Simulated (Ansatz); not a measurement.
**SiGe2: reading a single point**

```yaml
crystal:
  lattice:
    - [5.72928, 0.00000, 0.00000]
    - [0.00000, 5.72928, 0.00000]
    - [0.00000, 0.00000, 5.72928]
  atoms:
    - { symbol: Ge, position: [0.39047, 0.39047, 0.39047] }
    - { symbol: Ge, position: [0.10953, 0.60953, 0.89047] }
    - { symbol: Ge, position: [0.89047, 0.10953, 0.60953] }
    - { symbol: Ge, position: [0.60953, 0.89047, 0.10953] }
    - { symbol: Ge, position: [0.60953, 0.60953, 0.60953] }
    - { symbol: Ge, position: [0.89047, 0.39047, 0.10953] }
    - { symbol: Ge, position: [0.10953, 0.89047, 0.39047] }
    - { symbol: Ge, position: [0.39047, 0.10953, 0.89047] }
    - { symbol: Si, position: [0.00000, 0.00000, 0.00000] }
    - { symbol: Si, position: [0.50000, 0.00000, 0.50000] }
    - { symbol: Si, position: [0.50000, 0.50000, 0.00000] }
    - { symbol: Si, position: [0.00000, 0.50000, 0.50000] }
```

Level: r2SCAN, no spin polarisation; 500 eV; 6×6×6 Γ-centred mesh; fermi-dirac occupations (width 0.1 eV); Ansatz 0.2.0, fixed geometry.

What do density and ELF say about some of the short contacts?

Ge–Ge at 2.17 Å: least valence density 0.76 e/Å³ and ELF 0.70 there. Both are smooth PAW fields, read partly inside the augmentation spheres.

Which atom feels the largest force, and which way?

The largest is on Ge2 (and as large on other atoms): 3.09 eV/Å, components (1.78, 1.78, -1.78). It makes 180° with the line to a nearest neighbour, Ge6 at 2.17 Å, pointing away from it.

Is the cell too large or too small?

The pressure is 27.5 GPa (compression positive), so with the atoms held at these fractions the cell would first expand; the forces are large, so a full relaxation may end otherwise.

Is there a gap?

It is a metal, with about 4.1 states/eV a cell as the mean within 0.25 eV of the Fermi level, mostly Ge p (76 %).

Origin: a known structure type with other elements, at an estimated volume, so it need not be a known compound. Caveats: atoms or cell far from equilibrium.
